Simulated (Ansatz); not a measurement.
Relaxed-ion elastic tensor of LaC (rock salt, Fm-3m) in GPa (Voigt order), PBEsol (plane waves, PAW; program Ansatz); density 6.55 g/cm³, 19.14 Å³ per atom.

```
34.0   116   116   0.0   0.0   0.0
 116  34.0   116   0.0   0.0   0.0
 116   116  34.0   0.0   0.0   0.0
 0.0   0.0   0.0  44.2   0.0   0.0
 0.0   0.0   0.0   0.0  44.2   0.0
 0.0   0.0   0.0   0.0   0.0  44.2
```

Task: Is the crystal mechanically stable?

Result: No: the smallest eigenvalue of C is -81.7 GPa.

The start of the workflow was typed in or built on a structure type; neither database checked (COD, Materials Project) lists it. Whether it is the stable phase at ambient conditions was not checked. The cell was relaxed with PBEsol under the symmetry of its start. At this level the phase is dynamically unstable (imaginary phonons). Its formation energy is positive at this level, so the cell may be metastable or incomplete. As this level gives no gap, shear constants depend on the k-mesh and smearing (Fermi–Dirac, 0.1 eV here). On the denser mesh and wider smearing of the elastic run this cell carries a stress of 0.4 GPa. Spin–orbit coupling is left out wherever it is not named.

Potentials: the later of the program's two PAW sets.
